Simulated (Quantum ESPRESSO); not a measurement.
## Si3AlO7F (convergence and cost over cutoff and k mesh)

Computed values, not a measurement. The program is pw.x of Quantum ESPRESSO 7.5 (plane-wave density functional theory). The cell is made up: 12 atoms on a rutile lattice, with randomly drawn elements, strain and displacements, not relaxed. PseudoDojo standard norm-conserving files (v0.5 for PBE, v0.4.1 for LDA and PBEsol) set the functional; there is no spin polarisation, spin-orbit coupling or dispersion term, and the masses in the input are unused placeholders.

Input of the run in row 4:

```
&control calculation='scf', pseudo_dir='./dojo.nc.sr.pbe.v0_5.standard.upf', outdir='./o', disk_io='medium', tprnfor=.true., tstress=.true. /
&system ibrav=0, nat=12, ntyp=4, nbnd=38, ecutwfc=84.00895049, nosym=.true., tot_charge=0,
 occupations='smearing', smearing='fd', degauss=0.0018374661
/
&electrons conv_thr=7.350e-09, electron_maxstep=60, /
ATOMIC_SPECIES
Al 1.0 Al.upf
F 1.0 F.upf
O 1.0 O.upf
Si 1.0 Si.upf
CELL_PARAMETERS angstrom
4.3198 -0.0546 0.0227
-0.0546 4.2801 0.0707
0.0289 0.09 5.4953
ATOMIC_POSITIONS angstrom
Si 0.0108 0.0594 -0.0247
Al 2.1242 2.1491 1.4397
Si 0.0085 0.0719 2.7659
Si 2.2123 2.2014 4.1707
O 1.3405 1.2731 -0.0709
O 2.9408 2.9603 0.0482
O 3.5058 0.78 1.4128
O 0.7643 3.452 1.4688
O 1.315 1.2801 2.7346
O 3.0049 2.981 2.8521
O 3.5002 0.9006 4.1672
F 0.8255 3.4867 4.2651
K_POINTS automatic
5 5 4 1 1 1
```

The same cell was run at these settings. Meshes are shifted by half a step, and differences are from the last row, which is itself not exact.

| cutoff (eV) | k mesh | k points solved | threshold (eV) | free energy less the last row's (eV) | pressure (GPa) | largest stress difference (GPa) | largest force difference (eV/Å) | iterations | wall time (s) | k-point pools | processor |
| --- | --- | --- | --- | --- | --- | --- | --- | --- | --- | --- | --- |
| 800 | 2 x 2 x 2 | 4 | 1e-04 | 1.240 | -16.15 | 14.64 | 0.030 | 8 | 22 | 1 | AMD EPYC, Zen 5 class |
| 1143 | 2 x 2 x 2 | 4 | 1e-07 | -0.035 | -1.63 | 0.15 | 0.027 | 11 | 67 | 1 | AMD EPYC, Zen 5 class |
| 848 | 5 x 5 x 4 | 50 | 1e-07 | 0.659 | -10.13 | 8.64 | 0.015 | 11 | 295 | 1 | AMD EPYC, Zen 5 class |
| 1143 | 5 x 5 x 4 | 50 | 1e-07 | 0.003 | -1.64 | 0.04 | 0.002 | 11 | 437 | 1 | AMD EPYC, Zen 5 class |
| 1437 | 7 x 7 x 6 | 147 | 1e-07 | 0.000 | -1.61 | 0.00 | 0.000 | 11 | 194 | 4 | AMD EPYC, Zen 5 class |

Each pool is one process. Wall times include start-up and a band step at six k points, which weighs most on the coarsest meshes. The runs were on shared virtual cores whose load varied, so times are rough.